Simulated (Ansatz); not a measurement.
A geometry of AlNi$_{3}$ away from equilibrium: step 4 of the relaxation of a relaxed AlNi3 cell, doubled along one cell vector, shaken by Gaussian noise of σ = 0.08 Å a coordinate. Computed with PBEsol (plane waves to 420 eV, PAW, scalar-relativistic; Ansatz, a quantum-chemistry and plane-wave program). Γ-centred k-mesh 9×5×8 on the run's cell (coarser than for final values), Fermi–Dirac smearing 0.05 eV. The plane waves were selected for a different cell earlier on the path.

```
CELL_PARAMETERS angstrom
      4.03919    -0.01055    -0.04496
     -4.05746     6.99497     0.08415
     -0.04838     0.02435     4.29451
ATOMIC_POSITIONS crystal
  Ni 0.98047 0.97637 0.52618
  Ni 0.94476 0.57457 0.52322
  Ni 0.34136 0.32834 0.00414
  Ni 0.32747 0.82255 0.06584
  Ni 0.65753 0.15348 0.92791
  Ni 0.67232 0.66270 0.93309
  Al 0.99756 0.99513 0.02396
  Al 0.00317 0.48761 0.02040
```

Q: What forces act on the atoms (eV/Å)?

A: 
| atom | Fx | Fy | Fz |
|---|---|---|---|
| Ni1 | 0.11 | -0.62 | 0.18 |
| Ni2 | -0.55 | 0.96 | -0.40 |
| Ni3 | 0.15 | -0.20 | 0.04 |
| Ni4 | 0.02 | -0.06 | 0.67 |
| Ni5 | 0.04 | -0.05 | -1.02 |
| Ni6 | -0.32 | 0.17 | -0.44 |
| Al7 | 0.08 | 0.08 | 0.44 |
| Al8 | 0.46 | -0.29 | 0.54 |

The path ends in Pmma (No. 51). No spin polarisation in the result. A magnetic state may lie lower.

The end of the path is a generated cell of AlNi3: the first start was made by placing the elements on the sites of a structure type, and the end was not matched to a known phase here, so it may be hypothetical. Known forms of AlNi3 include space group No. 221.
